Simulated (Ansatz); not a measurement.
Ag2S in space group Cmcm (No. 63; Ag on 4b, Ag on 4c, S on 4c), the program Ansatz at the PBE level (PAW), all energies at zero smearing, with the estimated change up to a 700 eV cutoff added, with one set of potentials and settings (totals compare only within such a set). Cell of 6 atoms (4 Ag, 2 S): -32166.740 eV.

```json
[
 {"element": "Ag", "reference phase": "R-3m, 3 atoms in the cell", "E (eV/atom)": "-7590.5531"},
 {"element": "S", "reference phase": "Fddd, 32 atoms in the cell", "E (eV/atom)": "-902.0599"}
]
```

Formation energy per atom, worked out: (-32166.740 − 4×(-7590.5531) − 2×(-902.0599))/6 = -0.068 eV/atom (-7 kJ per mol of atoms), at 0 K, without zero-point energy or fitted corrections.

The first step of the workflow began from a Materials Project structure, measured or hypothetical; the Crystallography Open Database copy checked does not list it. COD files the formula under space group No. 4, 14, so this cell is another polymorph or a model. Whether it is the stable phase at ambient conditions was not checked. Symmetry was held in the PBE relaxation; phonons on a q-mesh show no instability. The run is not spin-polarised. The references are the lowest solids computed at this level, not always the standard phases.

Potentials: the later of the program's two PAW sets.
